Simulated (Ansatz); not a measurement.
SiC (wurtzite)

```xyz
8
Lattice="6.1838 0.0000 0.0000 -1.5460 2.6777 0.0000 0.0000 0.0000 5.0742" Properties=species:S:1:pos:R:3 pbc="T T T"
Si     1.5460     0.8926     0.0026
Si     4.6379     0.8926     0.0026
Si     0.0000     1.7851     2.5397
Si     3.0919     1.7851     2.5397
C      1.5460     0.8926     3.1698
C      4.6379     0.8926     3.1698
C      0.0000     1.7851     0.6327
C      3.0919     1.7851     0.6327
```

A phonon eigenvector at M = (0.5, 0.0, 0.0) is frozen into this cell: atom i moves by Q times the vector below, so Q is the largest atomic displacement, in Å. The cell is held. (q is in reciprocal vectors of the primitive cell; the cell shown is doubled to hold the pattern.)

```tsv
atom	x	y	z
Si1	-0.859	-0.496	-0.128
Si2	0.859	0.496	0.128
Si3	0.859	0.496	-0.128
Si4	-0.859	-0.496	0.128
C5	-0.442	-0.255	0.432
C6	0.442	0.255	-0.432
C7	0.442	0.255	0.432
C8	-0.442	-0.255	-0.432
```

Computed with PBE (plane waves to 420 eV, PAW, scalar-relativistic; Ansatz, an electronic-structure program). k mesh 6×12×7 (Γ-centred), Fermi-Dirac smearing 0.05 eV. E stands for the smeared free energy. SiC was relaxed with its symmetry unable to fall. The PAW data are Ansatz's earlier set. ΔE is measured from the undisplaced structure.

```json
[
 {"Q (Å)": "-0.180", "ΔE (meV/cell)": "2270"},
 {"Q (Å)": "-0.120", "ΔE (meV/cell)": "1029"},
 {"Q (Å)": "-0.060", "ΔE (meV/cell)": "260"},
 {"Q (Å)": "0.000", "ΔE (meV/cell)": "0"},
 {"Q (Å)": "0.060", "ΔE (meV/cell)": "260"},
 {"Q (Å)": "0.120", "ΔE (meV/cell)": "1029"},
 {"Q (Å)": "0.180", "ΔE (meV/cell)": "2270"}
]
```

### Question
Which DFPT wavenumber at M = (0.5, 0.0, 0.0) belongs to this mode?
A) 543 cm⁻¹
B) 257 cm⁻¹
C) 823 cm⁻¹
D) 358 cm⁻¹

### Answer
A, 543 cm⁻¹. The curvature of the scan gives 543 cm⁻¹

(For displaced atoms, the force is minus the slope of the energy, and its curvature is a force constant, which sets phonon frequencies.)
